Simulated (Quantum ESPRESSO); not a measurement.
Simulation results for Mg₄S₃O (made-up cell)

Calculation on a made-up crystal cell, not a measurement: periodic Kohn-Sham density functional theory in plane waves with PseudoDojo standard norm-conserving scalar-relativistic pseudopotentials, each functional with its own files (v0.5 for PBE, v0.4.1 for LDA and PBEsol), no spin polarisation, no spin-orbit coupling, atoms not relaxed, stress positive in tension, energies less a fixed whole-eV offset for each atom's element; levels are Kohn-Sham levels at fractions of this cell's reciprocal vectors, counted from the reference band (half the neutral cell's valence electrons, rounded up) at Gamma; error bars cover cutoff and k-mesh only, not smearing or the files; each bar is the largest change over components, and at least 0.002 eV, 0.002 eV per angstrom or 0.02 GPa; added strain carries the atoms with the cell, and shear is the tensor component; energies are for the whole cell, and the offsets were chosen from early runs and are not element reference energies; machines and their load varied, so run times do not measure scaling. Program: Quantum ESPRESSO 7.5.

Settings shared by all entries: lattice type zincblende/diamond; functional pbe; cutoff 1143 eV; fermi dirac smearing 0.025 eV; scf tolerance 1e-07 eV; electrons removed 0; run command pw.x -nk 1 -in in; run processor AMD EPYC, Zen 5 class, virtual cores; k mesh 4 x 4 x 4, shifted by half a step.

(1) Mg₄S₃O (made-up cell)

```
Mg4S3O
1.0
      6.1189    -0.0085     0.0029
     -0.0085     6.0147     0.0307
      0.0029     0.0307     6.0899
Mg O S
4 1 3
Direct
  -0.00156 -0.00388 0.01076
  -0.00397 0.49859 0.48924
  0.49982 0.00715 0.49372
  0.49781 0.49751 0.00244
  0.25135 0.24907 0.24628
  0.24620 0.74841 0.75259
  0.75256 0.24738 0.74921
  0.74584 0.74525 0.25422
```

* free energy less offsets: 5.3 eV
* scf iterations: 12
* smearing term minus ts: 0 eV
* pressure: -10.01 GPa
* stress xx: 10.3 GPa
* stress yy: 9.699 GPa
* stress zz: 10.04 GPa
* stress yz: 0.1257 GPa
* stress xz: 0.01673 GPa
* stress xy: 0.03213 GPa
* reference band: 32
* error bar energy: 0.002 eV
* error bar stress: 0.02 GPa
* error bar force: 0.008062 eV/Å
* error bar next band up: 0.002 eV
* error bars from: tighter rerun of this cell
* wall time of scf and band steps on a shared machine: 540 s

Atoms:
```csv
atoms element,atom site,atom energy offset (eV)
Mg,1,-1617
Mg,2,-1617
Mg,3,-1617
Mg,4,-1617
O,5,-452
S,6,-302
S,7,-302
S,8,-302
```

Forces:
```csv
site,x (eV/Å),y (eV/Å),z (eV/Å)
1,0.6313,0.5659,0.252
2,0.6652,-0.5424,-0.1764
3,-0.6777,0.4517,-0.3368
4,-0.6305,-0.5835,0.3845
5,0.0551,-0.03882,0.04377
6,0.04264,0.02292,-0.07499
7,-0.07899,0.02211,0.01964
8,-0.007095,0.1021,-0.1118
```

Levels:
```csv
level k point,next band up (eV)
Gamma,1.506
"(1/2,1/2,1/2)",3.008
"(0.15,0,0)",1.833
"(0,0.15,0)",1.845
"(0,0,0.15)",1.843
```

(2) Mg₄S₃O (made-up cell)

```
Mg4S3O
1.0
      6.1189    -0.0085     0.0029
     -0.0085     6.0147     0.0307
      0.0029     0.0307     6.0899
Mg S O S
4 1 1 2
Direct
  -0.00156 -0.00388 0.01076
  -0.00397 0.49859 0.48924
  0.49982 0.00715 0.49372
  0.49781 0.49751 0.00244
  0.25135 0.24907 0.24628
  0.24620 0.74841 0.75259
  0.75256 0.24738 0.74921
  0.74584 0.74525 0.25422
```

- free energy less offsets: 5.548 eV
- scf iterations: 12
- smearing term minus ts: 0 eV
- pressure: -9.566 GPa
- stress xx: 9.728 GPa
- stress yy: 9.218 GPa
- stress zz: 9.753 GPa
- stress yz: 0.276 GPa
- stress xz: 0.02503 GPa
- stress xy: -0.1959 GPa
- reference band: 32
- error bar energy: 0.002 eV
- error bar stress: 0.02 GPa
- error bar force: 0.008062 eV/Å
- error bar next band up: 0.002 eV
- error bars from: tighter rerun of a related cell
- wall time of scf and band steps on a shared machine: 680.1 s

Atoms:
```csv
atoms element,atom site,atom energy offset (eV)
Mg,1,-1617
Mg,2,-1617
Mg,3,-1617
Mg,4,-1617
S,5,-302
O,6,-452
S,7,-302
S,8,-302
```

Forces:
```csv
site,x (eV/Å),y (eV/Å),z (eV/Å)
1,0.5241,-0.5308,-0.8384
2,0.5556,0.442,0.8274
3,-0.4628,-0.618,0.7578
4,-0.5194,0.6042,-0.8047
5,-0.09759,-0.004023,0.07864
6,0.08221,-0.01986,0.06825
7,-0.07684,0.02119,0.02048
8,-0.005372,0.1053,-0.1094
```

Levels:
```csv
level k point,next band up (eV)
Gamma,1.275
"(1/2,1/2,1/2)",2.851
"(0.15,0,0)",1.611
"(0,0.15,0)",1.62
"(0,0,0.15)",1.61
```

(3) Mg₄S₃O (made-up cell)

```
Mg4S3O
1.0
      6.1189    -0.0085     0.0029
     -0.0085     6.0147     0.0307
      0.0029     0.0307     6.0899
Mg S O S
4 2 1 1
Direct
  -0.00156 -0.00388 0.01076
  -0.00397 0.49859 0.48924
  0.49982 0.00715 0.49372
  0.49781 0.49751 0.00244
  0.25135 0.24907 0.24628
  0.24620 0.74841 0.75259
  0.75256 0.24738 0.74921
  0.74584 0.74525 0.25422
```

* free energy less offsets: 5.488 eV
* scf iterations: 12
* smearing term minus ts: 0 eV
* pressure: -9.677 GPa
* stress xx: 9.837 GPa
* stress yy: 9.291 GPa
* stress zz: 9.904 GPa
* stress yz: 0.2287 GPa
* stress xz: 0.0191 GPa
* stress xy: 0.03126 GPa
* reference band: 32
* error bar energy: 0.002 eV
* error bar stress: 0.02 GPa
* error bar force: 0.008062 eV/Å
* error bar next band up: 0.002 eV
* error bars from: tighter rerun of a related cell
* wall time of scf and band steps on a shared machine: 589 s

Atoms:
```csv
atoms element,atom site,atom energy offset (eV)
Mg,1,-1617
Mg,2,-1617
Mg,3,-1617
Mg,4,-1617
S,5,-302
S,6,-302
O,7,-452
S,8,-302
```

Forces:
```csv
site,x (eV/Å),y (eV/Å),z (eV/Å)
1,-0.4736,0.4617,-0.8383
2,-0.4213,-0.5344,0.9154
3,0.5301,0.3426,0.8672
4,0.5171,-0.4054,-0.7449
5,-0.09509,-0.004338,0.08068
6,0.04029,0.02349,-0.07971
7,-0.09168,0.01405,-0.09282
8,-0.005853,0.1023,-0.1075
```

Levels:
```csv
level k point,next band up (eV)
Gamma,1.334
"(1/2,1/2,1/2)",2.888
"(0.15,0,0)",1.668
"(0,0.15,0)",1.678
"(0,0,0.15)",1.666
```

(4) Mg₄S₃O (made-up cell)

```
Mg4S3O
1.0
      6.1189    -0.0085     0.0029
     -0.0085     6.0147     0.0307
      0.0029     0.0307     6.0899
Mg S O
4 3 1
Direct
  -0.00156 -0.00388 0.01076
  -0.00397 0.49859 0.48924
  0.49982 0.00715 0.49372
  0.49781 0.49751 0.00244
  0.25135 0.24907 0.24628
  0.24620 0.74841 0.75259
  0.75256 0.24738 0.74921
  0.74584 0.74525 0.25422
```

- free energy less offsets: 5.328 eV
- scf iterations: 12
- smearing term minus ts: 0 eV
- pressure: -9.962 GPa
- stress xx: 10.21 GPa
- stress yy: 9.708 GPa
- stress zz: 9.971 GPa
- stress yz: 0.1638 GPa
- stress xz: 0.09991 GPa
- stress xy: -0.1696 GPa
- reference band: 32
- error bar energy: 0.002 eV
- error bar stress: 0.02 GPa
- error bar force: 0.008062 eV/Å
- error bar next band up: 0.002 eV
- error bars from: tighter rerun of a related cell
- wall time of scf and band steps on a shared machine: 684.9 s

Atoms:
```csv
atoms element,atom site,atom energy offset (eV)
Mg,1,-1617
Mg,2,-1617
Mg,3,-1617
Mg,4,-1617
S,5,-302
S,6,-302
S,7,-302
O,8,-452
```

Forces:
```csv
site,x (eV/Å),y (eV/Å),z (eV/Å)
1,-0.5824,-0.6232,0.2608
2,-0.6077,0.6861,-0.3071
3,0.522,-0.744,-0.2186
4,0.582,0.6131,0.2978
5,-0.09299,-0.003316,0.08337
6,0.0419,0.02371,-0.07708
7,-0.08132,0.02227,0.01743
8,0.2186,0.02538,-0.0566
```

Levels:
```csv
level k point,next band up (eV)
Gamma,1.476
"(1/2,1/2,1/2)",2.987
"(0.15,0,0)",1.806
"(0,0.15,0)",1.813
"(0,0,0.15)",1.814
```
